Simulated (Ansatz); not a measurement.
**Zincblende alloy of CdSe and ZnSe (20 of 32 Cd sites exchanged), 64 atoms**

Ansatz, PAW, plane waves. PBEsol relaxation of volume and atoms (shape held) at the single k point (¼, ¼, ¼) without its symmetry partners; single points on the relaxed atoms at the Γ point alone, onto which points of the small cell's zone fold. Arrangement: quasirandom. No spin–orbit coupling unless named.

Relaxed structure:

```
Cd Zn Se
1.0
    11.59576    0.00000    0.00000
     0.00000   11.59576    0.00000
     0.00000    0.00000   11.59576
Cd Zn Se
12 20 32
Direct
  0.00192 0.99744 0.00061
  0.99622 0.99952 0.50022
  0.49695 0.50755 0.00158
  0.24990 0.24834 0.00181
  0.25377 0.25136 0.49871
  0.75083 0.24491 0.00688
  0.25033 0.50408 0.25459
  0.75001 0.49941 0.25499
  0.75410 0.50862 0.74677
  0.99986 0.25320 0.74929
  0.00045 0.75260 0.25068
  0.49949 0.24447 0.74516
  0.00325 0.50638 0.99779
  0.99825 0.50255 0.50279
  0.49856 0.99192 0.00153
  0.50235 0.99439 0.49819
  0.49997 0.50478 0.50016
  0.25258 0.75301 0.99471
  0.25467 0.75019 0.50434
  0.74589 0.24653 0.49507
  0.74670 0.75549 0.99819
  0.74502 0.75237 0.50282
  0.25691 0.99617 0.25097
  0.25517 0.98996 0.74952
  0.24726 0.51127 0.74660
  0.74201 0.99922 0.25220
  0.74414 0.99118 0.74689
  0.99752 0.24992 0.25258
  0.00138 0.74838 0.74944
  0.50193 0.24164 0.25588
  0.50016 0.75702 0.25193
  0.49808 0.75412 0.74741
  0.12517 0.12195 0.14255
  0.13511 0.11602 0.63344
  0.12869 0.62927 0.11178
  0.12272 0.62787 0.62144
  0.61467 0.11442 0.13066
  0.63105 0.11371 0.61524
  0.62557 0.64076 0.12805
  0.61644 0.63408 0.61957
  0.38421 0.36720 0.13657
  0.37440 0.39213 0.62622
  0.37350 0.87158 0.12395
  0.37810 0.87505 0.62282
  0.89009 0.37789 0.12362
  0.87100 0.37329 0.60916
  0.85902 0.87704 0.12715
  0.86803 0.86520 0.63126
  0.38220 0.11435 0.37246
  0.37465 0.10760 0.87539
  0.38322 0.63494 0.38117
  0.36980 0.63498 0.86570
  0.86519 0.12855 0.36588
  0.86580 0.11417 0.86475
  0.87392 0.62931 0.39091
  0.88078 0.63590 0.88320
  0.11041 0.37634 0.37691
  0.12798 0.39059 0.87336
  0.14063 0.87432 0.37750
  0.13044 0.86777 0.86696
  0.61460 0.36815 0.38233
  0.62597 0.37603 0.87466
  0.62567 0.87392 0.37636
  0.62103 0.87285 0.87345
```

Problem. What are the mean bond lengths by pair (pairs within 1.2 times the sum of covalent radii, less contacts 15 % beyond the pair's median; cation–cation pairs of compounds aside; long ionic contacts are cut short by that bound)?

Solution. Cd–Se 2.616 ± 0.012 Å (standard deviation, 48 bonds); Se–Zn 2.452 ± 0.013 Å (standard deviation, 80 bonds).

Problem. What gap lies between the top filled and the lowest empty level in the single points?

Solution. HSE06 2.05 eV (40 s on NVIDIA GB200).
